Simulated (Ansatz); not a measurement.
Formation energy of BaZn in the CuAu-type structure

The computed numbers are results of PBEsol, scalar-relativistic (no spin polarisation) in the plane-wave PAW code Ansatz at 420 eV, Γ-centred 8×8×6 mesh, 0.05 eV Gaussian smearing. The datasets are Ansatz's generated set soft_2.

The structure was built from a prototype; whether the compound forms in it isn't claimed.

Symmetry: P4/mmm, No. 123, tetragonal system. The conventional cell has a = 3.985 Å, b = 3.985 Å, c = 4.019 Å, α = 90.00°, β = 90.00°, γ = 90.00°. Ba (site symmetry 4/mmm) is surrounded by 8 Zn at 3.46 Å. Zn (site symmetry 4/mmm) is surrounded by 8 Ba at 3.46 Å. (Shells end 15 % past the nearest neighbour.)

The elements were computed in their standard states with the same datasets, cutoff and functional. Absolute energies hang on the potentials; compare differences alone.

Energy of the relaxed cell (2 atoms, smearing extrapolated to zero): -9143.780 eV. Elements, in eV/atom: Ba -5862.609, Zn -3280.906.

What is the formation energy?

[-9143.780 − (1 × -5862.609 + 1 × -3280.906)] / 2 = -0.13 eV/atom, or -13 kJ per mole of atoms.

The value is for 0 K, without zero-point energy. A negative value shows stability against the elements alone, not against other compounds or structures.

No spin–orbit coupling, a notable omission for heavy elements.
